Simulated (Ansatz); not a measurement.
MoPt:
```
CELL_PARAMETERS angstrom
      0.00000     2.59101     2.59101
      2.59101     0.00000     2.59101
      2.59101     2.59101     0.00000
ATOMIC_POSITIONS crystal
  Pt 0.00000 0.00000 0.00000
  Mo 0.50000 0.50000 0.50000
```

Relaxed with PBEsol. Special points in fractions of this cell's reciprocal vectors: Γ (0.000, 0.000, 0.000); X (0.500, 0.000, 0.500); U (0.625, 0.250, 0.625); K (0.375, 0.375, 0.750); L (0.500, 0.500, 0.500); W (0.500, 0.250, 0.750).

### Question
List the band energies nearest the Fermi level at these points for PBEsol in the plane-wave PAW code Ansatz.

### Answer
In eV from the Fermi level; about four levels below and three above (degenerate sets whole), none deeper than 8.9 eV; points with the same levels are listed once.

```tsv
k	below	above
Γ	-6.04 -6.04 -5.40 -5.40 -5.40	1.55 1.55 1.55
X	-4.64 -2.79 -2.79 -0.93	0.53 0.53 1.64
U	-4.66 -3.96 -3.10 -0.68	0.39 0.41 0.45
L	-3.11 -3.11 -1.90 -1.90 -1.56	0.03 0.03 1.98
W	-5.06 -3.44 -2.78 -1.24	0.16 0.16 0.50
```

Space group Fm-3m (rock salt). The start of the workflow was typed in or built on a structure type; neither database checked (COD, Materials Project) lists it. Its standing as an ambient phase is unchecked. The cell was relaxed with PBEsol under the symmetry of its start; whether a distortion lowers the energy is not shown. The run is not spin-polarised. Its formation energy is positive at this level, so the cell may be metastable or incomplete. Spin–orbit coupling is left out wherever it is not named.

Potentials: the earlier of the program's two PAW sets. The files were generated under PBE; for other functionals the program regenerates the frozen cores, and for LDA and PBEsol the local potential too.
